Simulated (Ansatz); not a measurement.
## ScGa3: levels along high-symmetry lines

```
CELL_PARAMETERS angstrom
4.09500 0.00000 0.00000
0.00000 4.09500 0.00000
0.00000 0.00000 4.09500
ATOMIC_POSITIONS crystal
Sc 0.00000 0.00000 0.00000
Ga 0.00000 0.50000 0.50000
Ga 0.50000 0.00000 0.50000
Ga 0.50000 0.50000 0.00000
```

Atom numbers follow the list: Sc1, Ga2, Ga3, Ga4.

The cell comes from COD entry 1523115, which wasn't checked; take it as a given geometry.

All numbers below come from Ansatz 0.2.0, DFT, LDA, all-electron LAPW, scalar-relativistic.

The runs use a Γ-centred 9×9×9 k mesh, Fermi–Dirac smearing of 0.05 eV, basis error target 1 meV/atom, no spin polarisation.

Points in fractions of the reciprocal vectors of this cell: Γ (0, 0, 0), X (0, 0.5, 0), M (0.5, 0.5, 0), R (0.5, 0.5, 0.5). The path joins them by straight lines in the order Γ–X–M–Γ–R–X–R–M; legs that retrace an earlier one aren't tabulated. Energies are in eV from the Fermi level.

Problem. List the levels at R between -5 and 3.5 eV.

Solution. -4.44, -2.99 (×3), 2.34, 2.46 (×2).

Problem. List the levels at Γ between -5 and 3.5 eV.

Solution. -3.22 (×2), -1.91 (×3), 1.70 (×3), 3.11, 3.39 (×2).

Problem. List the levels at X between -5 and 3.5 eV.

Solution. -1.64 (×2), -1.37, -1.17, 1.50 (×2), 1.80, 1.83, 2.61.

Problem. What is the band gap?

Solution. none: bands cross the Fermi level, a metal.
